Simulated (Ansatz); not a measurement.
Mg2C built on the antifluorite prototype, relaxed with r2SCAN, was run in Ansatz 0.2.0 under altered settings. All numbers are computed, without spin polarisation but where a row says otherwise.

```yaml
crystal:
  lattice:
    - [0.00000, 2.71094, 2.71094]
    - [2.71094, 0.00000, 2.71094]
    - [2.71094, 2.71094, 0.00000]
  atoms:
    - { symbol: C, position: [0.00000, 0.00000, 0.00000] }
    - { symbol: Mg, position: [0.25000, 0.25000, 0.25000] }
    - { symbol: Mg, position: [0.75000, 0.75000, 0.75000] }
```

The base run's other keys:
```yaml
kpoints:
  mp_grid: { grid: [4, 4, 4] }
hamiltonian:
  xc: hse06
scf:
  occupations: { method: fixed }
  n_extra_bands: 4
```

It takes 12 iterations with 749 plane waves at 420 eV and 8 k points, and leaves a mean stress of -0.60 GPa. The gap over this mesh is 1.387 eV. It ran on 4 threads of Arm Neoverse N1, with other jobs on the host.

Outcomes, with energy and stress as changes against the base:
```
                                    setting    outcome  ΔF (meV/atom)  Δ mean stress (GPa)  gap on the mesh (eV)  iterations  wall time
      PBE hybrid, exx coeff 0.2, unscreened  converged              –                 +0.4                 1.786          12      4.1 s
   PBE hybrid, exx coeff 0.5, omega 0.1 1/Å  converged              –                 -2.4                 2.741          16      5.2 s
PBE hybrid, exx coeff 0.5, omega 0.2078 1/Å  converged              –                 -2.2                 2.137          17      5.2 s
      PBE hybrid, exx coeff 0.4, unscreened  converged              –                 -1.5                 2.927          16        5 s
                              accuracy: low  converged            0.0                  0.0                 1.387          12      4.4 s
```
A dash marks a value that wasn't obtained or can't be compared. Stress is positive in compression. The base took 4.3 s.

- PBE hybrid, exx coeff 0.2, unscreened. That is 20 % exact exchange, at all ranges, against HSE06's 25 % screened at 0.208 1/Å. The mean stress moves by +0.4 GPa and the gap on the mesh by +0.399 eV (to 1.786). Totals of different functionals aren't comparable.
- PBE hybrid, exx coeff 0.5, omega 0.1 1/Å. That is 50 % exact exchange, screened with ω = 0.1 1/Å, against HSE06's 25 % screened at 0.208 1/Å. The mean stress moves by -2.4 GPa and the gap on the mesh by +1.354 eV (to 2.741). Totals of different functionals aren't comparable. The program warns that on this mesh the truncation of the exchange isn't bounded, so part of the change can be an error of the mesh.
- PBE hybrid, exx coeff 0.5, omega 0.2078 1/Å. That is 50 % exact exchange, screened with ω = 0.2078 1/Å, against HSE06's 25 % screened at 0.208 1/Å. The mean stress moves by -2.2 GPa and the gap on the mesh by +0.749 eV (to 2.137). Totals of different functionals aren't comparable.
- PBE hybrid, exx coeff 0.4, unscreened. That is 40 % exact exchange, at all ranges, against HSE06's 25 % screened at 0.208 1/Å. The mean stress moves by -1.5 GPa and the gap on the mesh by +1.540 eV (to 2.927). Totals of different functionals aren't comparable.

Within 1 meV an atom, 0.1 GPa and 0.005 eV of the base stay: accuracy: low.

The stress of a hybrid is loosely converged in these runs.

The meshes of the hybrids are coarse, so their gaps aren't converged to the digits shown.
